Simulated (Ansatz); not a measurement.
CdPd3 in space group I4/mmm (No. 139; Cd on 2a, Pd on 4d, Pd on 2b), DFT-PBE in the program Ansatz with PAW potentials, all energies at zero smearing, with the estimated change up to a 700 eV cutoff added, with one set of potentials and settings (totals compare only within such a set). Cell of 4 atoms (1 Cd, 3 Pd): -29174.082 eV.

| element | reference phase | E (eV/atom) |
|---|---|---|
| Cd | P6_3/mmc, 2 atoms in the cell | -8254.4547 |
| Pd | Fm-3m, 1 atoms in the cell | -6972.8544 |

Formation energy per atom, worked out: (-29174.082 − 1×(-8254.4547) − 3×(-6972.8544))/4 = -0.266 eV/atom (-26 kJ per mol of atoms), at 0 K, without zero-point energy or fitted corrections.

The workflow started from a Materials Project entry (that database holds measured and hypothetical structures alike); the Crystallography Open Database copy checked does not list it. With Cd and Pd taken as one species the cell has the higher symmetry Fm-3m, so it may be an ordered model of a mixed-site phase. Its standing as an ambient phase is unchecked. Symmetry was held in the PBE relaxation; its stability against distortions is not shown here. The run is not spin-polarised. The references are the lowest solids computed at this level, not always the standard phases.

Potentials: the later of the program's two PAW sets.
